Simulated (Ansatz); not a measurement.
# BiClO: do energies and stresses tell the same story?

These are results of Ansatz 0.2.0, DFT r2SCAN, scalar-relativistic, plane waves, PAW, not measurements.

Cutoff 500 eV; k points 6×6×4 on the computed 6-atom cell (Γ-centred); Gaussian smearing, width 0.02 eV; no spin polarisation.

Relaxed cell: P4/nmm, a = 3.894 Å, b = 3.894 Å, c = 7.578 Å, α = 90.00°, β = 90.00°, γ = 90.00°, 6 atoms in the primitive cell. Whether it is the stable form of this composition wasn't checked.

Energies at zero smearing and pressures from the stress tensor, at volumes with shape and atoms relaxed:
```json
{"V (Å³/atom)": "16.853", "E − E(first) (meV/atom)": "0.00", "P (GPa)": "9.63"}
{"V (Å³/atom)": "17.428", "E − E(first) (meV/atom)": "-27.87", "P (GPa)": "6.03"}
{"V (Å³/atom)": "18.002", "E − E(first) (meV/atom)": "-44.35", "P (GPa)": "3.27"}
{"V (Å³/atom)": "18.577", "E − E(first) (meV/atom)": "-52.30", "P (GPa)": "1.28"}
{"V (Å³/atom)": "19.151", "E − E(first) (meV/atom)": "-54.40", "P (GPa)": "-0.01"}
{"V (Å³/atom)": "19.726", "E − E(first) (meV/atom)": "-53.01", "P (GPa)": "-0.70"}
{"V (Å³/atom)": "20.300", "E − E(first) (meV/atom)": "-49.91", "P (GPa)": "-1.04"}
{"V (Å³/atom)": "21.066", "E − E(first) (meV/atom)": "-45.09", "P (GPa)": "-1.00"}
```

Q: Check P = −dE/dV between neighbouring volumes, and get the bulk modulus from the pressures alone.

A: With 1 eV/Å³ = 160.2 GPa:
```
middle V (Å³/atom)  −ΔE/ΔV (GPa) mean P (GPa)
            17.140         7.771         7.831
            17.715         4.596         4.653
            18.290         2.217         2.277
            18.864         0.586         0.636
            19.439        -0.388        -0.355
            20.013        -0.864        -0.870
            20.683        -1.008        -1.018
```

The two differ by 0.06 GPa at most. The mean of two end pressures misses the average over a step by about ΔV² P″/12, up to 0.07 GPa here; with that taken off 0.04 GPa remains, from the finite cutoff, the mesh or the relaxation's tolerance. Around V = 19.151 Å³/atom, the two neighbours give B = −V ΔP/ΔV = 19.151 × 1.98 / 1.149 = 33.0 GPa, against B0 = 31.4 GPa from the Birch–Murnaghan fit of the energies, which describes these points poorly (B0' = 17.2).

Spin–orbit coupling is left out, which can shift energies with elements as heavy as these.

Cost: 9 runs of about 9.8 core-minutes in all, on Intel Xeon Platinum 8375C (Ice Lake) (shared hosts).